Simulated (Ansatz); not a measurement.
Surface calculation: rocksalt TiN (100), 4 layers

The slab is cut from the rocksalt crystal, which needn't be the stable phase, as relaxed on PAW files (9.58 Å³/atom), with 16 Å of vacuum and a dipole correction:

```xyz
8
Lattice="3.0033 0.0000 0.0000 0.0000 3.0033 0.0000 0.0000 0.0000 22.3709" Properties=species:S:1:pos:R:3 pbc="T T T"
Ti    0.0000    0.0000    8.0000
N     1.5016    1.5016    8.0000
Ti    1.5016    1.5016   10.1236
N     0.0000    0.0000   10.1236
Ti    0.0000    0.0000   12.2473
N     1.5016    1.5016   12.2473
Ti    1.5016    1.5016   14.3709
N     0.0000    0.0000   14.3709
```

All numbers are PBE results (scalar-relativistic) from Ansatz 0.2.0, with a Γ-centred 12×12×1 k mesh, Fermi–Dirac smearing of 0.08 eV, no spin polarisation. Methods: LAPW: all electrons, basis error target 1 meV/atom; PAW: frozen-core files, cutoff 420 eV.

The bulk energy comes from a cell in the slab's orientation on a 12×12×9 mesh. The surface energy is (E(slab) − N·E(bulk))/2A at zero smearing, the mean of both faces; thin slabs carry quantum-size effects.

Q: As cut, the LAPW slab lies 1.810 eV above 8 atoms of bulk. What surface energy is that?

A: Over two faces of 9.02 Å² it is 100.3 meV/Å², and times 16.02 J/m² per eV/Å² that gives γ = 1.608 J/m².

Q: What do relaxation and the other method give, and what work function comes out?

A: 

```
method  γ as cut (J/m²)  γ relaxed (J/m²)  Φ as cut (eV)  Φ relaxed (eV)
  LAPW            1.608             1.306           2.62            2.81
   PAW            1.604             1.302           2.61            2.81
```

Q: How do the spacings between the planes relax (positions relaxed on PAW files)?

A: From the bottom face up: d12 -1.6 % of 2.124 Å, d23 -0.7 % of 2.124 Å, d34 -1.6 % of 2.124 Å. The outer plane rumples by 0.170 Å.

Q: What changes if the vacuum is set to 7 Å?

A: LAPW then gives: no gap, work function 2.78 eV; PAW: no gap, work function 2.65 (top) and 2.69 (bottom) eV. The program warns that the vacuum is too thin.
